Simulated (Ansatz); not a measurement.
Does relaxation matter for the field gradients of CdSe?

Start: an entry of the Crystallography Open Database (COD) (the entry's cell lengths or inner coordinates differ somewhat from later room-temperature determinations), taken as it stands.

```
Cd Se
1.0
     4.30000    0.00000    0.00000
    -2.15000    3.72391    0.00000
     0.00000    0.00000    7.02000
Cd Se
2 2
Direct
  0.33333 0.66667 0.00000
  0.66667 0.33333 0.50000
  0.33333 0.66667 0.38500
  0.66667 0.33333 0.88500
```

Atoms are numbered from 1 in the order listed; like atoms form one site, named after its first atom.

All values are calculated (Ansatz; DFT, PBE, plane waves and PAW, scalar-relativistic, 420 eV cutoff, Γ-centred 8×8×4 k-points, Fermi–Dirac smearing 0.02 eV), not measured.

The largest force at the start is 0.28 eV/Å. Relaxing the ions at fixed cell moves them by 0.034 Å at most (atom 1, Cd) and 0.034 Å rms. End positions:

```
CELL_PARAMETERS angstrom
4.30000 0.00000 0.00000
-2.15000 3.72391 0.00000
0.00000 0.00000 7.02000
ATOMIC_POSITIONS crystal
Cd 0.33333 0.66667 0.00486
Cd 0.66667 0.33333 0.50486
Se 0.33333 0.66667 0.38014
Se 0.66667 0.33333 0.88014
```

```
site  atom  moved (Å)   first shell before  first shell after  V_zz before (10²¹ V/m²)  η before
  Cd     1      0.034  4 Se at 2.61–2.70 Å     4 Se at 2.63 Å                     3.00      0.00
  Se     3      0.034  4 Cd at 2.61–2.70 Å     4 Cd at 2.63 Å                    -1.63      0.00
```

(1) What are V_zz and η after the relaxation?

Answers

(1) 

```tsv
site	atom	V_zz after	η after	change of V_zz
Cd	1	0.078	0.00	-2.92
Se	3	0.27	0.00	+1.90
```

The largest change of V_zz is on Cd, from 3.00 to 0.078. In per cent, |V_zz| changes by -97 on Cd (all sites that start above 0.5, bar those whose gradient vanishes or changes sign or whose main axis turns by over 40°). V_zz changes sign on Se (same axis).

Without spin–orbit coupling (the program notes it for Cd) the gradients can shift somewhat, as the gap is small.
After: With a gap of 0.7 eV on this mesh, small gradients can still move by 0.1 × 10²¹ V/m² or more as the k-mesh gets denser.
